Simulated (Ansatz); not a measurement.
HfF$_{4}$:
```xyz
30
Lattice="5.8723 4.9498 0.0000 -5.8723 4.9498 0.0000 -4.5150 0.0000 6.2044" Properties=species:S:1:pos:R:3 pbc="T T T"
Hf    -1.1288     2.1196     1.5511
Hf    -3.3863     7.7800     4.6533
Hf     0.9065     5.6544     2.0650
Hf    -5.4215     4.2452     4.1394
Hf    -3.1640     5.6544     1.0372
Hf    -1.3510     4.2452     5.1672
F      2.0102     4.6573     0.6583
F     -6.5252     5.2423     5.5461
F     -4.2677     4.6573     2.4439
F     -0.2474     5.2423     3.7604
F     -5.4528     2.8964     5.7392
F      0.9378     7.0032     0.4651
F     -1.3197     2.8964     3.5673
F     -3.1953     7.0032     2.6370
F     -3.3863     3.8952     4.6533
F     -1.1288     6.0044     1.5511
F     -2.1428     6.1455     4.8574
F     -2.3722     3.7541     1.3469
F     -4.6298     6.1455     4.4491
F      0.1147     3.7541     1.7552
F     -1.4869     8.3837     4.0345
F     -3.0281     1.5159     2.1699
F     -5.2856     8.3837     5.2721
F      0.7706     1.5159     0.9323
F     -5.1936     2.4749     3.1022
F      2.9361     2.4749     0.0000
F      2.0363     4.4131     3.3755
F     -6.5513     5.4865     2.8289
F     -8.8088     4.4131     5.9310
F      4.2938     5.4865     0.2733
```

Relaxed with PBEsol. Special points in fractions of this cell's reciprocal vectors: Γ (0.000, 0.000, 0.000); A (0.000, 0.000, 0.500); I2 (0.277, 0.277, 0.500); I (-0.277, 0.723, 0.500); M2 (-0.500, 0.500, 0.500); Y (0.500, 0.500, 0.000); L2 (0.000, 0.500, 0.500); V2 (0.000, 0.500, 0.000).

Task: List the band energies nearest the valence-band maximum at these points for DFT-PBEsol in the program Ansatz with PAW potentials.

Result: In eV from the valence-band maximum; about four levels below and three above (degenerate sets whole), none deeper than 8.9 eV; points with the same levels are listed once.

```tsv
k	below	above
Γ	-0.29 -0.28 -0.26 -0.12	5.44 6.59 6.72
A	-0.16 -0.16 -0.11 -0.11	6.09 6.09 6.66 6.66
I2	-0.17 -0.17 -0.09 -0.09	6.24 6.24 6.42 6.42
M2	-0.19 -0.19 -0.04 -0.04	6.13 6.13 6.58 6.58
Y	-0.20 -0.20 -0.12 -0.08	6.26 6.26 6.39
L2	-0.21 -0.15 -0.11 -0.08	6.10 6.22 6.49
V2	-0.28 -0.27 -0.21 -0.07	5.91 6.19 6.53
```

Space group C2/c. The first step of the workflow began from a Materials Project structure, measured or hypothetical; the Crystallography Open Database files this formula in space group No. 15, but the cells were not matched. Whether it is the stable phase at ambient conditions was not checked. Symmetry was held in the PBEsol relaxation; whether a distortion lowers the energy is not shown. No spin polarisation was allowed. Spin–orbit coupling is left out wherever it is not named.

Potentials: the earlier of the program's two PAW sets. The files were generated under PBE; for other functionals the program regenerates the frozen cores, and for LDA and PBEsol the local potential too.
